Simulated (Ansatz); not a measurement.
# Kick test of a cell of Zn4SO3

It was reached by relaxing an invented guess, and it needn't be the stable form of this composition.

Theory: DFT PBE, scalar-relativistic, plane waves, PAW (Ansatz). Cutoff 420 eV; k points 12×12×4 on the computed 8-atom cell (Γ-centred); Gaussian smearing, width 0.10 eV; no spin polarisation.

The cell below (8 atoms, space group P3m1 (No. 156)) is relaxed within its symmetry.

```
CELL_PARAMETERS angstrom
3.42370 0.00000 0.00000
-1.71185 2.96501 0.00000
0.00000 0.00000 11.10118
ATOMIC_POSITIONS crystal
Zn 0.66667 0.33333 0.03205
Zn 0.66667 0.33333 0.49178
Zn 0.00000 0.00000 0.26205
Zn 0.00000 0.00000 0.72330
S 0.00000 0.00000 0.93561
O 0.66667 0.33333 0.21123
O 0.66667 0.33333 0.67205
O 0.00000 0.00000 0.44194
```

For the test it was strained at random (σ = 1.5 % a component), the atoms were moved at random (σ = 0.15 Å), and all was relaxed again on a coarse 6×6×2 mesh (in the run’s order of axes) with 0.20 eV smearing, with no symmetry imposed.

Problem. Is the structure stable against such a distortion?

Solution. It returns, within 1 meV/atom of the unmoved cell on that mesh and with the same symmetry when read at 0.1 Å (Cm at 0.01 Å, so small strains and shifts remain). No instability shows in this cell; modes of other wave vectors, which need another repeat, aren't tested.
